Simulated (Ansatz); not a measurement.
W:
```
CELL_PARAMETERS angstrom
     -1.57727     1.57727     1.57727
      1.57727    -1.57727     1.57727
      1.57727     1.57727    -1.57727
ATOMIC_POSITIONS crystal
  W  0.00000 0.00000 0.00000
```

Relaxed with PBEsol. Special points in fractions of this cell's reciprocal vectors: Γ (0.000, 0.000, 0.000); H (0.500, -0.500, 0.500); N (0.000, 0.000, 0.500); P (0.250, 0.250, 0.250).

Problem. List the band energies nearest the Fermi level at these points for PBEsol in the plane-wave PAW code Ansatz.

Solution. In eV from the Fermi level; about four levels below and three above (degenerate sets whole), none deeper than 8.9 eV; … stands for higher levels left out; points with the same levels are listed once.

```csv
k,below,above
Γ,-1.25 -1.25 -1.25,2.26 2.26 …
H,-5.93 -5.93,5.26 5.26 5.26
N,-6.35 -3.62,0.75 2.16 3.16
P,-2.98 -2.98 -2.98,3.33 3.33 6.67
```

Space group Im-3m (bcc (W type)). The cell was relaxed with PBEsol under the symmetry of its start. No spin polarisation was allowed. Spin–orbit coupling is left out wherever it is not named.

Potentials: the earlier of the program's two PAW sets.
